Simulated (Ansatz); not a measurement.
NbAg:
Space group Pmma (No. 51); a = 4.7434 Å, b = 2.7623 Å, c = 5.3036 Å, α = β = γ = 90.00°

```csv
atom,site,symmetry,x,y,z
Ag,2e,mm2,0.7500,0.0000,0.1455
Nb,2f,mm2,0.2500,0.5000,0.3527
```

Relaxed with r²SCAN.

Tabulate the valence density and the electron localisation function along the shortest Ag–Ag contact (2.76 Å), plane-wave PAW r²SCAN (Ansatz code).



```
distance from Ag (Å)  density (e/Å³)   ELF
--------------------  --------------  ----
0.28                           16.03  0.77
0.41                           11.43  0.67
0.55                            7.06  0.58
0.69                            3.71  0.50
0.83                            1.68  0.39
0.97                            0.76  0.28
1.10                            0.44  0.20
1.24                            0.31  0.17
1.38                            0.28  0.17
1.52                            0.31  0.17
1.66                            0.44  0.20
1.80                            0.76  0.28
1.93                            1.68  0.39
2.07                            3.71  0.50
2.21                            7.06  0.58
2.35                           11.43  0.67
2.49                           16.03  0.77
```

The density is the valence pseudo-density with augmentation charge, so density and ELF within about 1 Å of a nucleus are not all-electron values.

The start of the workflow was typed in or built on a structure type; neither database checked (COD, Materials Project) lists it. Its standing as an ambient phase is unchecked. The cell was relaxed with r²SCAN under the symmetry of its start; whether a distortion lowers the energy is not shown. No spin polarisation was allowed. Its formation energy is positive at this level, so the cell may be metastable or incomplete. Axis ratios of metals converge slowly with the k-mesh, so a and c are less sure than the volume.

Potentials: the later of the program's two PAW sets.
